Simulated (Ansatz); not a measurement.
# BiTe (CsCl-type structure)

Method: PBE, scalar-relativistic; no spin polarisation; PAW, 420 eV, 10×10×10 k-mesh, Gaussian smearing of 0.05 eV; code Ansatz; PAW files: Ansatz's generated set soft_2.

```
Bi Te
1.0
     3.91331    0.00000    0.00000
     0.00000    3.91331    0.00000
     0.00000    0.00000    3.91331
Bi Te
1 1
Direct
  0.00000 0.00000 0.00000
  0.50000 0.50000 0.50000
```

The start was a prototype's sites filled with these elements. The Crystallography Open Database lists the compound in space groups P-3m1, Fm-3m (rock salt), so this is a trial structure.

The cell has space group Pm-3m (read at 0.01 Å). In it the stress is 0.01, 0.01, 0.01, 0.00, 0.00, 0.00 GPa and the largest force component 0.000 eV/Å. Each change below starts from this cell, without further relaxation. Stress is in GPa, positive in compression, in the order xx, yy, zz, yz, xz, xy; energies are counted from the cell above and are free energies with the smearing's entropy, which match forces and stress in a metal.

What happens when atom 2 (Te) is moved by 0.20 Å along y?

The energy changes by 1.6 meV per cell, and the force on it along the shift is -0.0299 eV/Å (−F/u = 0.15 eV/Å²). Stress: 0.52, 0.76, 0.52, 0.00, 0.00, 0.00.
| atom | Fx (eV/Å) | Fy | Fz |
| --- | --- | --- | --- |
| Bi1 | 0.000 | 0.030 | 0.000 |
| Te2 | 0.000 | -0.030 | 0.000 |
In a harmonic crystal the energy would rise by −½F·u = ½ × 0.15 × 0.20² eV = 3.0 meV, so the response isn't harmonic at this size, the electronic state shifts or, in a metal, the mesh is too coarse for so small an energy.

What stress follows from an engineering strain of -1 % in zz, atoms carried along?

0.32, 0.32, 1.14, 0.00, 0.00, 0.00 GPa; the energy changes by 2.1 meV per cell.
The change of the stress over the strain gives a clamped-atom stiffness of about 114 GPa for this component, a secant value that lies under the elastic constant in tension and over it in compression, by several per cent for each per cent of strain.
In a harmonic crystal the energy would rise by V(½Cε² − σ₀ε), with σ₀ the stress of the unstrained cell, = 2.2 meV, which matches.

What stress follows from an engineering strain of 2 % in xy, atoms carried along?

0.09, 0.09, 0.05, 0.00, 0.00, -0.17 GPa; the energy changes by 0.6 meV per cell.
The change of the stress over the strain gives a clamped-atom stiffness of about 8.6 GPa for this component.

All atoms and the cell are disturbed at random:
```xyz
2
Lattice="3.8264 -0.0258 0.0040 -0.0258 3.8462 0.0006 0.0040 0.0006 3.9891" Properties=species:S:1:pos:R:3 pbc="T T T"
Bi    0.0763   -0.0041   -0.0055
Te    1.8261    1.9146    2.0024
```
Give the energy change, the stress and the forces.

23.5 meV per cell; stress 3.03, 2.37, -0.24, -0.01, -0.05, 0.10 GPa.
```tsv
atom	Fx (eV/Å)	Fy	Fz
Bi1	-0.051	-0.010	0.001
Te2	0.051	0.010	-0.001
```

All atoms and the cell are disturbed at random:
```
CELL_PARAMETERS angstrom
3.96916 -0.05457 0.00463
-0.05457 3.91280 0.00092
0.00463 0.00092 3.99299
ATOMIC_POSITIONS crystal
Bi 0.99563 0.99100 0.00275
Te 0.50437 0.50900 0.49725
```
Give the energy change, the stress and the forces.

13.4 meV per cell; stress -1.66, -0.68, -2.12, -0.02, -0.02, 0.09 GPa.
```
atom  Fx (eV/Å)      Fy      Fz
 Bi1     -0.010  -0.021   0.007
 Te2      0.010   0.021  -0.007
```

1 move too small to change the energy by 0.15 meV is left out.

Scalar-relativistic only: spin–orbit splittings of the heavy atoms' levels are missing. The cell is a metal with an odd number of electrons, and spin polarisation wasn't tried.
